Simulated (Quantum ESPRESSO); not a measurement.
## MoAgRu3RhAl2 (different elements on one site, starting from this cell)

Simulated, not a measurement. The program is pw.x of Quantum ESPRESSO 7.5 (plane-wave density functional theory). The cell is made up: eight metal atoms on a face-centred cubic lattice, with elements, volume, strain and displacements drawn at random and not relaxed, so it may be unstable or far from any real phase. PseudoDojo standard norm-conserving files set the functional (PBE unless stated); there is no spin polarisation or spin-orbit coupling, the Fermi-Dirac width of 0.25 eV means electrons at about 2900 K, and the masses in the input are unused placeholders. Heavy elements are run without spin-orbit coupling, which real alloys of them have. A spin test at this wide smearing found no moment, but such smearing suppresses magnetism that the real alloy may have.

The runs put different elements on site 6. Cell, positions, cutoff, mesh and smearing stay as in the input of run 1; sites are counted in its order. Stress in the tables is positive in tension.

Input of run 1:

```
&control calculation='scf', pseudo_dir='./dojo.nc.sr.pbe.v0_5.standard.upf', outdir='./o', disk_io='minimal', tprnfor=.true., tstress=.true. /
&system ibrav=0, nat=8, ntyp=5, nbnd=66, ecutwfc=87.97787729, nosym=.true., tot_charge=0,
 occupations='smearing', smearing='fd', degauss=0.0183746611
/
&electrons conv_thr=1.470e-08, electron_maxstep=70, mixing_beta=0.5 /
ATOMIC_SPECIES
Ag 1.0 Ag.upf
Al 1.0 Al.upf
Mo 1.0 Mo.upf
Rh 1.0 Rh.upf
Ru 1.0 Ru.upf
CELL_PARAMETERS angstrom
-1.933 -3.9673 -1.9447
-3.8682 1.9539 2.0063
0.0753 3.924 -3.8781
ATOMIC_POSITIONS angstrom
Mo 0.0751 0.046 0.0079
Ag 0.0609 1.9583 -1.9136
Ru -1.9722 2.0111 0.0268
Ru -1.8209 3.7378 -1.9288
Ru -2.0136 0.0151 -1.7937
Rh -1.741 1.9986 -3.8427
Al -3.7971 0.0837 0.0526
Al -3.7984 2.0516 -1.9255
K_POINTS automatic
5 5 5 1 1 1
```

```
run  elements on sites 1 to 8  -TS (eV)  pressure (GPa)  stress xx (GPa)  stress yy (GPa)  stress zz (GPa)  stress yz (GPa)  stress xz (GPa)  stress xy (GPa)  iterations
  1   Mo Ag Ru Ru Ru Rh Al Al    -1.534            1.18             2.33            -3.20            -2.66             4.29            -4.20             1.94          16
  2    Mo Ag Ru Ru Ru W Al Al    -1.431            5.66            -5.48            -5.48            -6.01             5.34            -2.94             4.77          14
  3   Mo Ag Ru Ru Ru Nb Al Al    -1.399            9.48            -8.74           -10.10            -9.60             5.07            -2.17             5.21          14
  4   Mo Ag Ru Ru Ru Ru Al Al    -1.597            0.97             1.57            -2.16            -2.33             4.93            -4.36             2.40          17
  5   Mo Ag Ru Ru Ru Au Al Al    -1.374            7.50            -3.60           -10.18            -8.72             2.45            -2.83             2.73          15
```

Forces Fx Fy Fz (eV/Å):

| site | run 1 | run 2 | run 3 | run 4 | run 5 |
| --- | --- | --- | --- | --- | --- |
| 1 | -0.75 -0.48 -0.40 | 0.07 -0.11 -0.43 | 0.51 0.09 -0.66 | -0.72 -0.43 -0.28 | -0.07 -0.18 -0.69 |
| 2 | 0.67 0.40 0.37 | 0.94 0.21 0.57 | 1.02 0.22 0.69 | 0.68 0.34 0.37 | 1.02 0.41 0.70 |
| 3 | 1.16 -0.75 0.95 | 1.19 -0.78 1.22 | 0.98 -0.86 0.96 | 1.22 -0.75 1.06 | 0.74 -0.72 0.73 |
| 4 | -0.39 2.67 0.36 | -0.63 2.01 -0.32 | -0.92 2.06 -0.21 | -0.32 2.39 0.13 | -0.83 3.07 0.74 |
| 5 | -0.14 -0.14 -0.48 | 0.01 -0.14 -0.48 | 0.04 -0.06 -0.46 | -0.12 -0.13 -0.46 | -0.10 -0.12 -0.60 |
| 6 | -0.89 -0.92 -1.10 | -2.16 -0.06 -0.92 | -2.31 -0.17 -0.66 | -1.07 -0.59 -1.16 | -1.33 -1.56 -1.05 |
| 7 | -0.08 -0.33 0.13 | 0.01 -0.07 -0.04 | 0.03 0.12 -0.25 | -0.07 -0.33 0.17 | -0.04 -0.12 -0.19 |
| 8 | 0.42 -0.45 0.17 | 0.58 -1.06 0.40 | 0.65 -1.40 0.60 | 0.41 -0.50 0.17 | 0.61 -0.78 0.36 |

Energies are left out, as each element's file has its own zero. A rerun of one cell of this series at a higher cutoff and on a denser mesh moved values by no more than 0.006 eV in energy, 0.03 GPa in stress and 0.007 eV/Å in force, and a second program with other atomic files agreed on that cell to 2 % rms in force and 0.5 GPa in pressure.